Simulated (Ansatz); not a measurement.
## Cs2Be6InAg single point

input.yaml (Ansatz 0.2.0)

```yaml
crystal:
  lattice:
    - [0.0, 4.442258, 4.442258]
    - [4.442258, 0.0, 4.442258]
    - [4.442258, 4.442258, 0.0]
  atoms:
    - { symbol: Cs, position: [0.25, 0.25, 0.25] }
    - { symbol: Cs, position: [0.75, 0.75, 0.75] }
    - { symbol: In, position: [0.0, 0.0, 0.0] }
    - { symbol: Ag, position: [0.5, 0.5, 0.5] }
    - { symbol: Be, position: [0.76021, 0.23979, 0.23979] }
    - { symbol: Be, position: [0.23979, 0.76021, 0.23979] }
    - { symbol: Be, position: [0.23979, 0.76021, 0.76021] }
    - { symbol: Be, position: [0.76021, 0.23979, 0.76021] }
    - { symbol: Be, position: [0.23979, 0.23979, 0.76021] }
    - { symbol: Be, position: [0.76021, 0.76021, 0.23979] }
  symmetry: { tolerance: 0.0003 }
kpoints:
  mp_grid: { grid: [5, 5, 5], shift: [0, 0, 0] }
  band_path:
    path:
      - [0.0, 0.0, 0.0]
      - [0.5, 0.0, 0.5]
      - [0.625, 0.25, 0.625]
      - [0.375, 0.375, 0.75]
      - [0.0, 0.0, 0.0]
      - [0.5, 0.5, 0.5]
      - [0.5, 0.25, 0.75]
      - [0.5, 0.0, 0.5]
    npoints: 8
magnetization:
  spin_polarized: false
scf:
  occupations: { method: tetrahedron }
  lower_state_search: "off"
  max_iter: 200
hamiltonian:
  pseudopotentials: { kind: paw }
  xc: pbe
basis:
  ecutwfc: 420
  fft_grid_basis: typed
output:
  forces: true
  stress: true
  eigenvalues: true
  bader: true
  populations: true
  elf: true
  write_potential: true
  volumetric_format: npy
  dos:
    e_range: [-12, 8]
    de: 0.05
    projected: { site_lists: { Ag: [Ag], Be: [Be], Cs: [Cs], In: [In] } }
checkpoint:
  read: saved_state
```

The run starts from an earlier solution of this cell. 

Output (shortened):

```
SCF iter   1: F=—  Δρ=3.92e-4  dr2=2.08e-4
SCF iter   2: F=—  Δρ=2.04e-4  dr2=4.61e-5
SCF iter   3: F=—  Δρ=7.91e-5  dr2=1.04e-5
SCF iter   4: F=—  Δρ=1.62e-5  dr2=6.74e-7
SCF iter   5: F=-25073.5169 eV  Δρ=4.29e-6  dr2=5.25e-8
Free energy (F): -25073.5169 eV
Harris-Foulkes:  -25073.5169 eV  (|F-HF|=2.30e-8)
Internal energy: -25073.5149 eV  (E = F + TS)
E sigma→0 (E₀):  -25073.5169 eV
Entropy (-TS):   -0.0020 eV (-0.199 meV/atom)
Fermi energy:    9.4195 eV
--- Per-component energies (eV) ---
  E_band       = -422.0252
  E_kinetic    = 1176.6690
  E_local      = -5426.8205  (includes V_loc(G=0)·N_el)
  E_nonlocal   = 532.5120
  E_hartree    = 2382.0006
  E_xc         = -870.0016
  E_vxc        = -716.2794  (∫ρ·V_xc dr)
  E_paw        = -18539.6193  (= ΣΔE_a)
  E_vpaw       = -752.1152  (= ΣTr[D̂ρ^β])
  E_aug_tail   = 0.0003  (compensation charges beyond the density's cutoff)
  E_ewald      = -4328.2554
  E_smearing   = -0.0020  (= −TS)
--- Forces (eV/Å), atoms counted from 1 ---
  atom   1  Cs     0.0000     0.0000     0.0000
  atom   2  Cs     0.0000     0.0000     0.0000
  atom   3  In     0.0000     0.0000     0.0000
  atom   4  Ag     0.0000     0.0000     0.0000
  atom   5  Be     2.8991     0.0000     0.0000
  atom   6  Be     0.0000     2.8991     0.0000
  atom   7  Be    -2.8991     0.0000     0.0000
  atom   8  Be     0.0000    -2.8991     0.0000
  atom   9  Be     0.0000     0.0000     2.8991
  atom  10  Be     0.0000     0.0000    -2.8991
--- Stress (GPa, compression-positive) ---
       16.0203       0.0000       0.0000
        0.0000      16.0203       0.0000
        0.0000       0.0000      16.0203
  P = ⅓ Tr σ = 16.0203 GPa (160.203 kbar)
--- Löwdin populations: 10 sites ---
  site symbol       q [e]
     0     Cs      8.6508
     1     Cs      8.6508
     2     In     16.2544
     3     Ag     18.9408
     4     Be      1.0429
     5     Be      1.0429
     6     Be      1.0429
     7     Be      1.0429
     8     Be      1.0429
     9     Be      1.0429
  spilling = 0.0523 (of n_electrons = 62.0000)
```

Origin: a known structure type with other elements, at an estimated volume, so it need not be a known compound. Caveats: empty levels are not fully converged; forces and stress under tetrahedra may miss the slope of the energy; atoms or cell far from equilibrium.
